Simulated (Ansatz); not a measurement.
The start is a generated trial cell of BN in the NiAs structure type. The cell and all atomic positions are relaxed at zero pressure with r2SCAN (plane waves to 500 eV, PAW, scalar-relativistic; Ansatz, a program for electronic structure). The first steps use a coarse 10×10×6 k-mesh.

Initial structure:
```
BN
1.0
    2.61270     0.00000     0.00000
   -1.30635     2.26267     0.00000
    0.00000     0.00000     3.64147
B N
2 2
Cartesian
  0.00000   0.00000   0.00000
  0.00000   0.00000   1.82073
  0.00000   1.50844   0.91037
  1.30635   0.75422   2.73110
```

Question: How large is the pressure on the unrelaxed cell, and of which sign?

Answer: +8.5 GPa (positive: the cell is compressed).

Question: How do the shortest distances between atoms change?

Answer: The closest pairs of elements (up to four, under 3.6 Å), start → end: B–N 1.76 → 1.75 Å; B–B 1.82 → 2.00 Å; N–N 2.36 → 2.46 Å.

Question: What band gap does the relaxed structure have at this level?

Answer: 1.83 eV, indirect (valence top at k = (0, 0.2, 0), conduction bottom at K) (no spin-orbit coupling).

The space group stays P6₃/mmc (No. 194) (the run could not lower it); the end is NiAs type, with 4 atoms in the primitive cell. Final values are on a 15×15×8 k-mesh of the relaxed cell. No spin polarisation in the result.

The run could not lose the symmetry of its start.

All atoms sit on sites fixed by symmetry, so only the cell could relax.
